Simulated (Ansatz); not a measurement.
Structure relaxation, Fe

The start is a generated cell, Fe built in the bcc structure type. The cell and all atomic positions are relaxed at zero pressure with r2SCAN (plane waves to 500 eV, PAW, scalar-relativistic; Ansatz, a first-principles code). The first steps use a coarse 16×16×16 k-mesh.

Initial structure:
```
Fe
1.0
   -1.43500     1.43500     1.43500
    1.43500    -1.43500     1.43500
    1.43500     1.43500    -1.43500
Fe
1
Direct
  0.00000   0.00000   0.00000
```
Spin-polarised start, with parallel moments on Fe.

**Question.** How do the shortest distances between atoms change?

**Answer.** The closest pairs of elements (up to four, under 3.6 Å), start → end: Fe–Fe 2.49 → 2.48 Å.

**Question.** What band gap does the relaxed structure have at this level?

**Answer.** No gap (metallic).

**Question.** What magnetic moments remain?

**Answer.** Net 2.64 μB/atom, ferromagnetic.

**Question.** What does it relax into? Give the structure.

**Answer.** 
Space group Im-3m (No. 229); a = b = c = 2.865 Å, α = β = γ = 90.00°

```tsv
atom	site	symmetry	x	y	z
Fe	2a	m-3m	0.0000	0.0000	0.0000
```
(The calculation used a cell of 1 atom; values per cell refer to that cell.)

The space group stays Im-3m (No. 229) (the run could not lower it); the end is bcc (W type), with 1 atom in the primitive magnetic cell. Final values are on a 23×23×23 k-mesh of the relaxed cell. Spin state reached: ferromagnetic (net 2.64 μB/atom), from parallel starting moments; other spin orders were not run from this start. r2SCAN tends to overstate moments in metals.

The run could not lose the symmetry of its start; a randomly shaken copy of 2 atoms returns to this structure.
